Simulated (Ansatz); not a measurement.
The elements of this relaxed trial sheet are hidden behind letters. The sheet is periodic along a and b; c holds vacuum.

```
lattice vectors (Å)
   3.6961    0.0000    0.0000
   0.0000    3.8662    0.0000
   0.0000    0.0000   44.9419
fractional positions
X 0.0000 0.0212 0.1879
X 0.0000 0.0212 0.3461
Z 0.5000 0.0212 0.2274
Z 0.5000 0.0212 0.1483
Z 0.5000 0.0212 0.3857
Z 0.5000 0.0212 0.3066
Q 0.0000 0.5212 0.1882
Q 0.0000 0.5212 0.3458
```

Theory: Ansatz 0.2.0, DFT PBE+D3(BJ), scalar-relativistic, plane waves, PAW. Cutoff 420 eV, Γ-centred 8×8×1 mesh (8-atom cell), Gaussian smearing of 0.02 eV, no spin polarisation.

- Layer group: pmmm (No. 37)
- In-plane cell: a = 3.696 Å, b = 3.866 Å, γ = 90.0°
- Area per atom: 1.79 Å²
- Thickness between the outermost nuclei: 10.67 Å
- Energy over the elements: −1.079 eV/atom
- Gap on the 8×8×1 mesh of the 8-atom cell: 1.61 eV

Energies are uncorrected and count from the elements' standard states at the same level.

Question: X is a p-block element of period 5, Z is a p-block element of period 3 and Q is a p-block element of period 2. Which elements are they?

Answer: X = Sn, Z = Cl, Q = O, so the formula is SnCl2O. Sn at height 1.78 Å has 2 O at 1.93 Å; Cl at height 3.56 Å has 2 Sn at 2.56 Å; Cl at height 0.00 Å has 2 Sn at 2.57 Å. Other elements may fit the hints; this set was computed.

Kohn–Sham gaps at this level usually fall short of measured ones. A structure relaxed within its symmetry needn't be a true minimum.
